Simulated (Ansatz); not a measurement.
K2GaAgF6:
```
K2GaAgF6
1.0
    0.00000     4.25386     4.25386
    4.25386     0.00000     4.25386
    4.25386     4.25386     0.00000
K Ga Ag F
2 1 1 6
Direct
  0.25000   0.25000   0.25000
  0.75000   0.75000   0.75000
  0.00000   0.00000   0.00000
  0.50000   0.50000   0.50000
  0.22204   0.22204   0.77796
  0.77796   0.77796   0.22204
  0.77796   0.22204   0.22204
  0.22204   0.77796   0.77796
  0.22204   0.77796   0.22204
  0.77796   0.22204   0.77796
```

Relaxed with r²SCAN.

Task: Give the Bader charges and basin volumes of the independent atoms, DFT-r²SCAN in the program Ansatz with PAW potentials.

Result: 

| atom | Bader charge (e) | Bader volume (Å³) |
|---|---|---|
| K1 | +0.91 | 20.2 |
| Ga3 | +2.18 | 6.4 |
| Ag4 | +0.80 | 18.1 |
| F5 | -0.80 | 14.9 |

Space group Fm-3m. The first step of the workflow began from a Materials Project structure, measured or hypothetical; the Crystallography Open Database copy checked does not list it. Its standing as an ambient phase is unchecked. The r²SCAN relaxation kept the symmetry of its start; whether a distortion lowers the energy is not shown. No spin polarisation was allowed.

Potentials: the later of the program's two PAW sets.
